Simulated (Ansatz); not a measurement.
Ti3O5 (space group Cmcm)

```
CELL_PARAMETERS angstrom
      1.87499    -4.89628     0.00000
      1.87499     4.89628     0.00000
      0.00000     0.00000     9.82188
ATOMIC_POSITIONS crystal
  Ti 0.69928 0.30072 0.75000
  Ti 0.30072 0.69928 0.25000
  Ti 0.36999 0.63001 0.55620
  Ti 0.63001 0.36999 0.44380
  Ti 0.63001 0.36999 0.05620
  Ti 0.36999 0.63001 0.94380
  O  0.73761 0.26239 0.25000
  O  0.26239 0.73761 0.75000
  O  0.45070 0.54930 0.37449
  O  0.54930 0.45070 0.62551
  O  0.54930 0.45070 0.87449
  O  0.45070 0.54930 0.12551
  O  0.81920 0.18080 0.93436
  O  0.18080 0.81920 0.06564
  O  0.18080 0.81920 0.43436
  O  0.81920 0.18080 0.56564
```

The slice is a (001) plane (indices of the conventional cell) through the point (0.301, 0.699, 0.250) (fractional), spanned by u = [110] and v = [1 -1 0] in vectors of this cell: u (3.75 Å) and v (9.79 Å, at 90° to u). It covers one period; positions are fractions (u, v).

Method: PBEsol (plane waves to 420 eV, PAW, scalar-relativistic; Ansatz, an electronic-structure program). k mesh 11×11×4. Inside the PAW spheres the values are not all-electron values, and peaks at nuclei hang on which shells count as valence. This is one of several known forms of Ti3O5; the measured ambient cells at hand have space group No. 12. Ti3O5 is run without spin polarisation and with no Hubbard U. Ti3O5 was relaxed with its symmetry unable to fall.

Task: Sketch the valence electron density on this plane as a map.

Result: 
| v \ u | 0.00 | 0.11 | 0.22 | 0.33 | 0.44 | 0.56 | 0.67 | 0.78 | 0.89 |
|---|---|---|---|---|---|---|---|---|---|
| 0.92 | 0.0 | -0.3 | -0.4 | 0.2 | 0.8 | 0.8 | 0.2 | -0.4 | -0.3 |
| 0.83 | -1.4 | -1.4 | -1.2 | -0.8 | -0.6 | -0.6 | -0.8 | -1.2 | -1.4 |
| 0.75 | -2.0 | -2.0 | -1.7 | -1.4 | -1.3 | -1.3 | -1.4 | -1.7 | -2.0 |
| 0.67 | -2.0 | -1.8 | -1.4 | -1.0 | -0.8 | -0.8 | -1.0 | -1.4 | -1.8 |
| 0.58 | -1.3 | -1.3 | -1.1 | -0.6 | -0.1 | -0.1 | -0.6 | -1.1 | -1.3 |
| 0.50 | 0.2 | 0.0 | -0.3 | 0.5 | 1.0 | 1.0 | 0.5 | -0.3 | 0.0 |
| 0.42 | 0.8 | 0.6 | -0.2 | -0.5 | -0.1 | -0.1 | -0.5 | -0.2 | 0.6 |
| 0.33 | -0.5 | -0.7 | -1.0 | -1.3 | -1.4 | -1.4 | -1.3 | -1.0 | -0.7 |
| 0.25 | -1.2 | -1.3 | -1.5 | -1.8 | -2.0 | -2.0 | -1.8 | -1.5 | -1.3 |
| 0.17 | -0.7 | -0.9 | -1.2 | -1.6 | -2.0 | -2.0 | -1.6 | -1.2 | -0.9 |
| 0.08 | 0.0 | -0.3 | -0.9 | -1.2 | -1.3 | -1.3 | -1.2 | -0.9 | -0.3 |
| 0.00 | 1.0 | 0.8 | 0.0 | -0.2 | 0.2 | 0.2 | -0.2 | 0.0 | 0.8 |

Values: log₁₀ of the valence density in e/Å³. The scale is logarithmic, as a density can span decades between atoms and voids.
